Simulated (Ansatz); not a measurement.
# NaSrBr3 (cubic perovskite) under strain

NaSrBr3 (cubic perovskite), relaxed with r2SCAN in the PAW code Ansatz. It is cubic, Pm-3m (No. 221); conventional cell a = 5.928 Å, 41.66 Å³ an atom. Na is surrounded by 12 Br at 4.19 Å; Sr is surrounded by 6 Br at 2.96 Å; Br is surrounded by 2 Sr at 2.96 Å and 4 Na at 4.19 Å.

The axes x, y and z are those of this cell:
```
CELL_PARAMETERS angstrom
5.92768 0.00000 0.00000
0.00000 5.92768 0.00000
0.00000 0.00000 5.92768
ATOMIC_POSITIONS crystal
Na 0.00000 0.00000 0.00000
Sr 0.50000 0.50000 0.50000
Br 0.50000 0.50000 0.00000
Br 0.50000 0.00000 0.50000
Br 0.00000 0.50000 0.50000
```

Unstrained: The PBE gap is indirect, 2.973 eV (R to Γ), below the direct gap of 3.232 eV at Γ. With r2SCAN the valence top lies at R and the conduction bottom at Γ, 3.711 eV higher; the smallest vertical gap, at Γ, is 3.975 eV. HSE06 gives an indirect gap of 4.087 eV, from R to Γ; the least direct gap is 4.360 eV at Γ. Meshes: PBE 4×4×4, r2SCAN 4×4×4, HSE06 4×4×4. Strains are changes of length per length, and xy shears are angles. After each strain the atoms were relaxed again with r2SCAN in this cell and within any symmetry left, so distortions that break it or need a larger cell weren't tested; points keep the names that they have in the unstrained zone. No spin polarisation. The prototype was imposed, so other structures may be more stable.

Changes of the least gap in eV (an overlap counts as a negative gap):

| strain | volume change (%) | space group | PBE | r2SCAN | HSE06 | energy rise, r2SCAN (meV/atom) |
| --- | --- | --- | --- | --- | --- | --- |
| uniaxial -1.5 % along z | -1.5 | P4/mmm | +0.002 | -0.001 | +0.002 | 1.4 |
| isotropic +2.5 % on every length | +7.7 | Pm-3m | -0.047 | -0.032 | -0.045 | 12.3 |
| xy shear, engineering strain (angle) +4.0 % | 0.0 | Cmmm | -0.017 | -0.020 | -0.018 | 0.7 |
| epitaxial -1.0 % in the xy plane, free normal strain +0.22 % | -1.8 | P4/mmm | -0.001 | -0.005 | -0.002 | 1.4 |

Uniaxial -1.5 % along z, other directions held. HSE06: the gap goes from 4.087 to 4.089 eV (+0.002 eV). Stress change with r2SCAN, compression positive: xx +0.07, yy +0.07, zz +0.75 GPa.

Isotropic +2.5 % on every length. HSE06: the gap goes from 4.087 to 4.041 eV (-0.045 eV). Stress change with r2SCAN, compression positive: xx -1.16, yy -1.16, zz -1.16 GPa. For HSE06, dE_g/d ln V = -0.6 eV over this step.

Xy shear, engineering strain (angle) +4.0 %. HSE06: the gap goes from 4.087 to 4.068 eV (-0.018 eV). Stress change with r2SCAN, compression positive: xx 0.00, yy 0.00, zz +0.01, xy -0.13 GPa.

Epitaxial -1.0 % in the xy plane, free normal strain +0.22 %. HSE06: the gap goes from 4.087 to 4.085 eV (-0.002 eV). Stress change with r2SCAN, compression positive: xx +0.53, yy +0.53, zz 0.00 GPa.

Spin-orbit coupling is left out.

The meshes of the hybrids are coarse, so their gaps aren't converged to the digits shown.
